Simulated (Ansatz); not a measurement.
NaF (rock salt), conventional cell a = 4.7016 Å, b = 4.7016 Å, c = 4.7016 Å, α = 90.00°, β = 90.00°, γ = 90.00°. The calculation uses the primitive cell of 2 atoms, to which meshes and values per cell refer.

E(V) scan at fixed shape, V₀ the volume above. Symmetry pins the atoms to their sites.

Calculation: PBE (plane waves to 420 eV, PAW, scalar-relativistic; Ansatz, an electronic-structure program). k mesh 12×12×12 (Γ-centred), Fermi-Dirac smearing 0.05 eV. The energy includes the smearing's −TS. NaF was relaxed with its symmetry unable to fall. The relaxed volume of NaF is well above the measured one; the method has no dispersion term. The zero of ΔE is the relaxed starting cell.

Predict the ΔE (meV/atom) at V/V₀ = 0.940, 0.952, 0.976, 0.988, 1.024, 1.036, 1.048, 1.060.


| V/V₀ | ΔE (meV/atom) |
|---|---|
| 0.940 | 7.3 |
| 0.952 | 4.5 |
| 0.976 | 1.1 |
| 0.988 | 0.3 |
| 1.024 | 1.0 |
| 1.036 | 2.2 |
| 1.048 | 3.9 |
| 1.060 | 5.9 |

(Under strain, the slope of the energy per volume gives the stress and its curvature an elastic modulus.)
